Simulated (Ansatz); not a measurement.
The cell is HfTi₃O₈ on the sites of monoclinic HfO2 (relaxed group P1); cell and atoms were relaxed with r2SCAN. Around Hf lie 7 O at 2.04–2.22 Å; around Ti lie 6 O at 1.83–2.31 Å; around Ti lie 7 O at 1.85–2.38 Å; around Ti lie 7 O at 1.85–2.26 Å; around O lie 3 Ti at 1.94–2.30 Å and 1 Hf at 2.09 Å; around O lie 3 Ti at 1.93–2.38 Å and 1 Hf at 2.07 Å; around O lie 3 Ti at 1.96–2.31 Å and 1 Hf at 2.22 Å; around O lie 2 Ti at 1.92–1.95 Å and 1 Hf at 2.18 Å (further sites aren't listed).

Space group P1 (No. 1). a = 4.884 Å, b = 4.898 Å, c = 5.225 Å, α = 97.65°, β = 90.82°, γ = 91.93°
```tsv
atom	site	symmetry	x	y	z
Hf	1a	1	0.5358	0.2859	0.7137
Ti	1a	1	0.0352	0.7518	0.8042
Ti	1a	1	0.4487	0.7277	0.2799
Ti	1a	1	0.9530	0.2743	0.2149
O	1a	1	0.2236	0.4592	0.9430
O	1a	1	0.7853	0.5598	0.5476
O	1a	1	0.7252	0.5443	0.0554
O	1a	1	0.2727	0.4243	0.4195
O	1a	1	0.7037	0.0556	0.3670
O	1a	1	0.1983	0.9444	0.1414
O	1a	1	0.3060	0.9151	0.6315
O	1a	1	0.8124	0.0576	0.8819
```

4 runs of Ansatz 0.2.0 on this cell differ in the functional (and in the settings that go with it). Levels are in eV from each run's valence top; v1 is the last filled band, c1 the first empty one.

Run A, mean stress 0.0 GPa (compression positive):

| point | v5 | v3 | v1 | c1 | c2 | c3 |
| --- | --- | --- | --- | --- | --- | --- |
| Γ | -0.92 | -0.54 | 0.00 | 3.01 | 3.20 | 3.31 |
| X | -1.32 | -0.89 | -0.26 | 3.03 | 3.32 | 3.50 |
| Y | -1.32 | -0.72 | -0.11 | 3.34 | 3.49 | 3.60 |
| Z | -0.81 | -0.61 | -0.17 | 3.02 | 3.39 | 3.58 |

Run B, mean stress -2.3 GPa (compression positive):

| point | v5 | v3 | v1 | c1 | c2 | c3 |
| --- | --- | --- | --- | --- | --- | --- |
| Γ | -0.96 | -0.54 | 0.00 | 4.99 | 5.16 | 5.29 |
| X | -1.40 | -0.96 | -0.26 | 5.00 | 5.30 | 5.52 |
| Y | -1.39 | -0.76 | -0.13 | 5.37 | 5.52 | 5.61 |
| Z | -0.85 | -0.65 | -0.19 | 4.98 | 5.38 | 5.60 |

Run C, mean stress +5.5 GPa (compression positive):

| point | v5 | v3 | v1 | c1 | c2 | c3 |
| --- | --- | --- | --- | --- | --- | --- |
| Γ | -0.90 | -0.53 | 0.00 | 2.64 | 2.84 | 2.95 |
| X | -1.30 | -0.88 | -0.26 | 2.66 | 2.97 | 3.15 |
| Y | -1.29 | -0.71 | -0.10 | 2.97 | 3.12 | 3.23 |
| Z | -0.80 | -0.60 | -0.17 | 2.66 | 3.03 | 3.21 |

Run D, mean stress -2.2 GPa (compression positive):

| point | v5 | v3 | v1 | c1 | c2 | c3 |
| --- | --- | --- | --- | --- | --- | --- |
| Γ | -0.96 | -0.55 | 0.00 | 4.23 | 4.40 | 4.53 |
| X | -1.40 | -0.95 | -0.26 | 4.24 | 4.53 | 4.75 |
| Y | -1.38 | -0.75 | -0.13 | 4.60 | 4.76 | 4.85 |
| Z | -0.84 | -0.64 | -0.18 | 4.22 | 4.62 | 4.83 |

**Question.** Match the runs to PBE, r2SCAN, HSE06, PBE0.

**Answer.** A is r2SCAN, B is PBE0, C is PBE, D is HSE06. In order of the gap: PBE 2.64, r2SCAN 3.01, HSE06 4.22, PBE0 4.98 eV. The stress vanishes for r2SCAN, which relaxed the cell.

Note: simulated data, non-magnetic, for a generated structure that need not be the stable one.

Spin-orbit coupling is left out, which matters wherever the heavy atoms make up the band edges.

The stress of a hybrid is loosely converged in these runs.

The meshes of the hybrids are coarse, so their gaps aren't converged to the digits shown.
